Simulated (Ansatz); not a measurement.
Values for one crystal, relaxed and computed with the program Ansatz at the PBE level (PAW); other levels are named.

- Volume per atom: 18.60 Å³
- Band gap: 0.95 eV (indirect)
- Bulk modulus (Birch–Murnaghan fit): 903 kbar
- Electron effective mass: 0.15, 0.41, 1.4 mₑ (principal values)
- Smallest direct gap on the standard path: 2.03 eV
- Formation energy from the elements (no fitted shifts): -0.42 eV/atom
- Conduction-band minimum: at M (3 equivalent valleys)

Question: Which of these materials gives this?
A) InP, zinc blende
B) AlN, zinc blende
C) AlP, P6_222 (Al on 3d, P on 3c)
D) AlN, wurtzite

Answer: C, AlP, P6_222 (Al on 3d, P on 3c)

The start of the workflow was typed in or built on a structure type; neither database checked (COD, Materials Project) lists it. It is not the phase usual at ambient conditions (space group No. 216). The cell was relaxed with PBE under the symmetry of its start; whether a distortion lowers the energy is not shown. The references are the lowest solids computed at this level, not always the standard phases.

Potentials: the earlier of the program's two PAW sets.
